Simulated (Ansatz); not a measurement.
SiO$_{2}$ in space group Pbcn (No. 60; Si on 4c, O on 8d), r²SCAN (plane waves, PAW; program Ansatz). The conduction-band minimum lies at Γ, with 1 equivalent valley. Second derivatives d²E/dk² of the lowest band at one valley (eV·Å²), along Cartesian directions:

| direction | d²E/dk² |
|---|---|
| [100] | 17.98 |
| [010] | 17.88 |
| [001] | 19.31 |
| [110] | 17.93 |
| [101] | 18.65 |
| [011] | 18.59 |

Task: Find the principal effective masses, the density-of-states mass and the conductivity mass.

Result: Off-diagonal terms follow from H_xy = H[110] − (H_xx + H_yy)/2, and m*/mₑ = 7.620 eV·Å² over each eigenvalue: 0.39, 0.42, 0.43. One valley's DOS mass (m₁m₂m₃)^(1/3) = 0.41, conductivity mass 3/(Σ 1/mᵢ) = 0.41 mₑ.

Task: What effective density of states Nc follows at 300 K for parabolic valleys?

Result: Nc = 2.509e19 × 1 × (0.41)^(3/2) ≈ 6.6e18 cm⁻³.

Task: With the computed static dielectric constant 10.7 (mean of the diagonal), estimate a hydrogenic donor's binding energy and radius.

Result: E = 13.606 eV × 0.41/10.7² ≈ 49 meV; a = 0.529 Å × ε/m* ≈ 14 Å. Semilocal masses tend to be too small where the gap is.

The first step of the workflow began from a Materials Project structure, measured or hypothetical; the Crystallography Open Database copy checked does not list it. It is not the phase usual at ambient conditions (space group No. 92, 152, 154). The cell was relaxed with r²SCAN under the symmetry of its start; of distortions, only those at the zone centre were tested.

Potentials: the earlier of the program's two PAW sets.
